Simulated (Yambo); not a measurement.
```
CELL_PARAMETERS angstrom
      3.29783    -2.08128     0.00000
      3.29783     2.08128     0.00000
     -2.19799     0.00000     7.04938
ATOMIC_POSITIONS crystal
  C  0.42071 0.13967 0.56012
  C  0.57929 0.86033 0.43988
  C  0.86033 0.57929 0.93988
  C  0.13967 0.42071 0.06012
  Ca 0.17452 0.82548 0.75000
  Ca 0.82548 0.17452 0.25000
```

Workflow: norm-conserving PBEsol (Quantum ESPRESSO, 82 Ry, scalar-relativistic), then G0W0 in Yambo (4×4×2 Γ-centred k mesh, 140 bands and a 7 Ry block in the screening, 140 bands in G with the Bruneval-Gonze terminator, plasmon pole fitted at 27.2 eV).

Give the PBEsol and G0W0 gaps between the band edges found on this mesh, and say where the edges lie.

Edges: (0.25, -0.25, 0) → (-0.5, -0.5, 0). PBEsol: 1.89 eV; G0W0: 3.81 eV. Nearest settings tried, and what they do to the gap: 91 bands in G: +1 meV; 66 bands in W: +52 meV; 3 Ry block (57 vectors against 199): -260 meV. Not varied: mesh. So the settings aren't converged at that level. 

Geometry of the Materials Project entry, not relaxed at this level.

The structure is a Materials Project entry; no match was found in the copy of COD used, and its stability was not checked.
